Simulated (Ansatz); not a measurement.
Relaxed-ion elastic tensor of ZrSeS in space group P3m1 (No. 156; Zr on 1a, Se on 1c, S on 1b) in GPa (Voigt order), the program Ansatz at the r²SCAN+D4 level (PAW); density 4.55 g/cm³, 24.63 Å³ per atom.

```
 127  25.9   6.6  -2.2   0.0   0.0
25.9   127   6.6   2.2   0.0   0.0
 6.6   6.6  29.1   0.0   0.0   0.0
-2.2   2.2   0.0   8.1   0.0   0.0
 0.0   0.0   0.0   0.0   8.1  -2.2
 0.0   0.0   0.0   0.0  -2.2  50.4
```

Problem. Is the crystal mechanically stable?

Solution. Yes: the smallest eigenvalue of C is 8.0 GPa.

Problem. Work out the Voigt, Reuss and Hill averages.

Solution. K_V = 40.0, K_R = 23.6, K_H = 31.8; G_V = 29.5, G_R = 14.5, G_H = 22.0 GPa.

Problem. Give Young's modulus, Poisson's ratio, Pugh's ratio and the universal anisotropy index.

Solution. E = 9KG/(3K + G) = 53.6 GPa; ν = 0.22; K/G = 1.45 (brittle by the Pugh limit of 1.75); A_U = 5G_V/G_R + K_V/K_R − 6 = 5.90.

Problem. Estimate the sound speeds and the Debye temperature.

Solution. v_l = √((K + 4G/3)/ρ) = 3670 m/s, v_t = √(G/ρ) = 2200 m/s, mean 2430 m/s; Θ = (h/k)(3n/4πV)^(1/3) v_m = 249 K.

Problem. Solve the Christoffel equation for the three sound speeds along x, y, z.

Solution. Eigenvalues of C_ijkl n_j n_l equal ρv² (piezoelectric stiffening left out). In km/s, slowest first: x 1.32, 3.33, 5.28; y 1.33, 3.33, 5.28; z 1.33, 1.33, 2.53.

Problem. How much does each axis shrink under pressure?

Solution. Linear compressibilities β_i = Σ_j S_ij (j = 1 to 3): x 5.2, y 5.2, z 32 per TPa.

The workflow started from a Materials Project entry (that database holds measured and hypothetical structures alike); the Crystallography Open Database copy checked does not list it. With Se and S taken as one species the cell has the higher symmetry P-3m1, so it may be an ordered model of a mixed-site phase. Whether it is the stable phase at ambient conditions was not checked. The r²SCAN+D4 relaxation kept the symmetry of its start; its stability against distortions is not shown here. No spin polarisation was allowed.

Potentials: the later of the program's two PAW sets.
